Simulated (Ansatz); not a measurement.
NbIr3:
```yaml
crystal:
  lattice:
    - [5.51836, 0.00000, 0.00000]
    - [-2.75918, 4.77904, 0.00000]
    - [0.00000, 0.00000, 4.43446]
  atoms:
    - { symbol: Nb, position: [0.33333, 0.66667, 0.75000] }
    - { symbol: Nb, position: [0.66667, 0.33333, 0.25000] }
    - { symbol: Ir, position: [0.16414, 0.32828, 0.25000] }
    - { symbol: Ir, position: [0.83586, 0.67172, 0.75000] }
    - { symbol: Ir, position: [0.83586, 0.16414, 0.75000] }
    - { symbol: Ir, position: [0.16414, 0.83586, 0.25000] }
    - { symbol: Ir, position: [0.67172, 0.83586, 0.25000] }
    - { symbol: Ir, position: [0.32828, 0.16414, 0.75000] }
```

Relaxed with PBEsol. Special points in fractions of this cell's reciprocal vectors: Γ (0.000, 0.000, 0.000); M (0.500, 0.000, 0.000); K (0.333, 0.333, 0.000); A (0.000, 0.000, 0.500); L (0.500, 0.000, 0.500); H (0.333, 0.333, 0.500).

Question: List the band energies nearest the Fermi level at these points for PBEsol with spin–orbit coupling in the plane-wave PAW code Ansatz.

Answer: In eV from the Fermi level; about four levels below and three above (degenerate sets whole), none deeper than 8.9 eV; points with the same levels are listed once.

```csv
k,below,above
Γ,-1.16 -1.16 -1.08 -1.08,0.16 0.16 0.92 0.92
M,-0.95 -0.95 -0.87 -0.87,0.12 0.12 0.46 0.46
K,-0.60 -0.60 -0.59 -0.59,0.84 0.84 1.11 1.11
A,-0.32 -0.32 -0.32 -0.32,0.55 0.55 0.55 0.55
L,-1.02 -1.02 -1.02 -1.02,0.32 0.32 0.32 0.32
H,-1.01 -1.01 -0.99 -0.99,0.50 0.50 0.51 0.51
```

Space group P6_3/mmc. The workflow started from a Materials Project entry (that database holds measured and hypothetical structures alike); the Crystallography Open Database copy checked does not list it. COD files the formula under space group No. 221. Whether it is the stable phase at ambient conditions was not checked. Symmetry was held in the PBEsol relaxation; whether a distortion lowers the energy is not shown. No spin polarisation was allowed.

Potentials: the later of the program's two PAW sets.
